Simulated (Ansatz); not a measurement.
TaAg in space group Cmcm (No. 63; Ta on 4c, Ag on 4c) at seven volumes, PBEsol in the plane-wave PAW code Ansatz, shape and atoms relaxed at each. One row is withheld.

```csv
V (Å³/atom),P (GPa)
15.508,20.19
16.019,12.23
16.531,?
17.042,0.00
17.553,-4.63
18.064,-8.47
18.576,-11.59
```

Question: Fit the shown pressures and predict the withheld one.

Answer: Third-order Birch–Murnaghan: P = (3/2)B₀(x^(7/2) − x^(5/2))[1 + (3/4)(B′ − 4)(x − 1)] with x = (V₀/V)^(2/3). Least squares on the six rows gives V₀ = 17.041 Å³/atom, B₀ = 168.1 GPa, B′ = 5.14. At V = 16.531, x = 1.0205 and P = 5.52 GPa. The run itself gave 5.57 GPa.

The start of the workflow was typed in or built on a structure type; neither database checked (COD, Materials Project) lists it. Whether it is the stable phase at ambient conditions was not checked. Symmetry was held in the PBEsol relaxation; its stability against distortions is not shown here. The run is not spin-polarised. Its formation energy is positive at this level, so the cell may be metastable or incomplete. Spin–orbit coupling is left out wherever it is not named.

Potentials: the later of the program's two PAW sets.
